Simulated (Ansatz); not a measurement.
**SiMo3: ⁹⁷Mo nuclear quadrupole resonance**

Cell: a structure deposited in the COD, ions relaxed with PBE at fixed cell.

```cif
data_SiMo3
_symmetry_space_group_name_H-M 'Pm-3n'
_symmetry_Int_Tables_number 223
_cell_length_a 4.8930
_cell_length_b 4.8930
_cell_length_c 4.8930
_cell_angle_alpha 90.000
_cell_angle_beta 90.000
_cell_angle_gamma 90.000
loop_
_atom_site_label
_atom_site_type_symbol
_atom_site_symmetry_multiplicity
_atom_site_Wyckoff_symbol
_atom_site_fract_x
_atom_site_fract_y
_atom_site_fract_z
Si Si 2 a 0.0000 0.0000 0.0000
Mo Mo 6 c 0.2500 0.0000 0.5000
```

One atom of each set is listed.

Method: Kohn–Sham DFT in Ansatz, r2SCAN, plane waves and PAW, scalar-relativistic, 500 eV cutoff, Γ-centred 10×10×10 k-points, Fermi–Dirac smearing 0.05 eV.

⁹⁷Mo: I = 5/2, Q = 255.0 mb (year-2017 value). Static lattice, zero field.

**Question.** At which frequencies do the ⁹⁷Mo NQR lines lie?

**Answer.** For I = 5/2 and η = 0 the lines are 3|C_Q|/20 and twice that; η pulls their ratio below 2.

```csv
site,atoms,V_zz (10²¹ V/m²),C_Q (MHz),η,line frequencies (MHz)
Mo,6,4.53,27.9,0.00,"4.19, 8.38"
```

**Question.** And for ⁹⁵Mo (I = 5/2, Q = -22.00 mb) on Mo?

**Answer.** C_Q scales with Q to -2.41 MHz, with lines at 0.362, 0.723 MHz.

An axis of threefold or higher order runs through Mo, so V_zz lies along it and η is zero.

The run finds no gap above 0.1 eV (a metal, or nearly one), so the gradients can move by 10 % or more with the k-mesh. Without spin–orbit coupling (the program notes it for Mo) the gradients can shift somewhat, as the gap is small.
